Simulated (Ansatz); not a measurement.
Space group Cmcm (No. 63). a = 5.692 Å, b = 10.386 Å, c = 4.691 Å, α = 90.00°, β = 90.00°, γ = 90.00°
```
atom site symmetry x y z
  Ti    4c m2m  0.5000  0.3226  0.2500
  Ti    8g       ..m  0.2412  0.0734  0.2500
  Sn    4c m2m  0.0000  0.3326  0.2500
```

Equation of state of this Ti$_{3}$Sn structure (not necessarily the ground state), with shape and atoms relaxed at each volume where symmetry leaves them free. It has no gap at any of these volumes. Method: DFT PBEsol, scalar-relativistic, plane waves, PAW in Ansatz 0.2.0.

Settings: cutoff 420 eV, Γ-centred mesh 8×8×8 on the computed 8-atom cell, Gaussian smearing of 0.10 eV; no spin polarisation.

```tsv
V (Å³/atom)	E − E(largest V) (meV/atom)	P (GPa)
15.254	63.24	20.84
15.774	6.36	14.41
16.294	-31.09	8.86
16.814	-51.83	4.10
17.334	-58.22	0.01
17.854	-52.30	-3.50
18.374	-35.82	-6.51
19.067	0.00	-9.85
```

Q: Fit a third-order Birch–Murnaghan equation to E(V).

A: V0 = 17.33 Å³/atom, B0 = 126 GPa, B0' = 4.1.